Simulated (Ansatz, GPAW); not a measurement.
This is a calculation of TaV for Ansatz 0.2.0. The cell comes from a database or a generator and needn't be the stable form of this composition.

input.yaml

```yaml
crystal:
  lattice:
    - [1.6067, -2.307775, 0.0]
    - [1.6067, 2.307775, 0.0]
    - [0.0, 0.0, 4.341361]
  atoms:
    - { symbol: Ta, position: [0.0, 0.0, 0.0] }
    - { symbol: V, position: [0.5, 0.5, 0.5], spin: 2.0 }
kpoints:
  mp_grid: { grid: [10, 10, 6] }
scf:
  occupations: { method: gaussian, width: 0.1 }
hamiltonian:
  xc: lda
  pseudopotentials: { kind: all_electron, lapw: { basis_error: 0.001 } }
magnetization:
  spin_polarized: true
output:
  forces: true
  stress: true
  eigenvalues: true
```

Potentials or basis: all-electron LAPW, scalar-relativistic.

The run is started by

```console
$ ansatz run input.yaml --threads 2 --pin off --max-ram 6144MiB --backend cpu --events-out ev --progress --plain --runs-dir out
```

Question: What does the same run look like in GPAW 26.7.0 (ASE script)? Potentials or basis there: the program's PAW data sets (release 1.2.1) made for this functional, cutoff 600 eV.

Answer: As run (cutoffs and basis follow the program's own potentials, and thresholds, step limits or extra output files can differ):

run.py

```python
from ase.dft.bandgap import bandgap
from ase.io import read, write
from ase.units import GPa
from gpaw import GPAW, PW

atoms = read('POSCAR')
atoms.set_initial_magnetic_moments([0.0, 2.0])

calc = GPAW(mode=PW(600),
            xc='LDA',
            kpts={'size': (10, 10, 6), 'gamma': True},
            occupations={'name': 'methfessel-paxton', 'order': 0, 'width': 0.1},
            nbands=26,
            convergence={'density': 1e-05, 'energy': 1e-05},
            maxiter=150,
            txt='gpaw.txt')
atoms.calc = calc
energy = atoms.get_potential_energy()
forces = atoms.get_forces()
stress = atoms.get_stress()
calc.write('gs.gpw')
write('result.traj', atoms)
print(f'Energy: {energy:.6f} eV')
print('Forces (eV/A):')
print(forces.round(4))
print('Stress (GPa):', (stress / GPa).round(3))
print('Moments:', calc.get_magnetic_moments().round(3))
print('Fermi level:', round(calc.get_fermi_level(), 4), 'eV')
print(f'Gap: {bandgap(calc)[0]:.4f} eV, direct: {bandgap(calc, direct=True)[0]:.4f} eV')
```

Contents of POSCAR:

```
TaV
1.0
    1.6067000000     -2.3077750000      0.0000000000
    1.6067000000      2.3077750000      0.0000000000
    0.0000000000      0.0000000000      4.3413610000
Ta V
1 1
Direct
    0.0000000000      0.0000000000      0.0000000000
    0.5000000000      0.5000000000      0.5000000000
```

Potentials or basis: the program's PAW data sets (release 1.2.1) made for this functional, pw.

Run with:

```sh
$ OMP_NUM_THREADS=1 python run.py
```

Both were run:

|  | Ansatz | GPAW |
| --- | --- | --- |
| Pressure | -12.2 GPa | -11.8 GPa |
| Net moment | 0.00 μB per cell | 0.00 μB per cell |

Where Ansatz's input types no cutoff or centring, it takes its own default and a Γ-centred mesh.

The two programs' LDA may be different fits to the electron gas.

The magnetic state is the one that the start led to; the real crystal's order can differ.

The cell lies far from this level's equilibrium.

Pressure is positive in compression.
